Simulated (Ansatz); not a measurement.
PbF2 (fluorite)

```yaml
crystal:
  lattice:
    - [0.00000, 3.00038, 3.00038]
    - [3.00038, 0.00000, 3.00038]
    - [3.00038, 3.00038, 0.00000]
  atoms:
    - { symbol: Pb, position: [0.00000, 0.00000, 0.00000] }
    - { symbol: F, position: [0.75000, 0.75000, 0.75000] }
    - { symbol: F, position: [0.25000, 0.25000, 0.25000] }
```

The slice is a {111} plane (indices of the conventional cell) through the point (0.250, 0.250, 0.250) (fractional), spanned by u = [100] and v = [-1 2 0] in vectors of this cell: u (4.24 Å) and v (7.35 Å, at 90° to u). It covers one period; positions are fractions (u, v).

Level of theory: PBE (plane waves to 420 eV, PAW, scalar-relativistic; Ansatz, a first-principles code). k mesh 10×10×10. Near the nuclei the fields are pseudised (PAW); where an atom keeps semicore shells as valence, they peak there. PbF2 was relaxed with its symmetry unable to fall. Spin-orbit coupling is left out, though Pb is heavy.

Q: Predict the map of the electrostatic potential energy of an electron, from the cell's mean on the slice.

A: 
```
v \ u   0.00   0.12  0.25   0.38   0.50   0.62  0.75   0.88
-----  -----  -----  ----  -----  -----  -----  ----  -----
0.96       x      x   5.4    1.8   -0.4    1.7   5.3      x
0.86     6.9    6.1   1.6  <-1.0      x  <-1.0   1.6    6.2
0.75     6.7    5.8   2.8  <-1.0  <-1.0  <-1.0   2.8    5.8
0.64     6.8    6.7   6.3    5.6    5.0    5.7   6.3    6.7
0.54     4.8    5.6   6.9      x      x      x   6.8    5.5
0.43   <-1.0  <-1.0   4.1      x      x      x   4.0  <-1.0
0.32       x  <-1.0   1.2    5.9    7.0    5.8   1.2  <-1.0
0.21   <-1.0    0.7   4.1    6.1    6.7    6.1   4.1    0.7
0.11       x      x   6.9    6.7    6.5    6.7   6.9      x
0.00       x      x   6.1    4.1    2.8    4.1   6.1      x
```

Values: electrostatic potential energy of an electron, from the cell's mean, in eV. Points within 1 Å of a nucleus are blanked (x), as the pseudised field means little there. Values under -1 eV are set to -1. The zero, the cell's mean, hangs on the PAW cores.
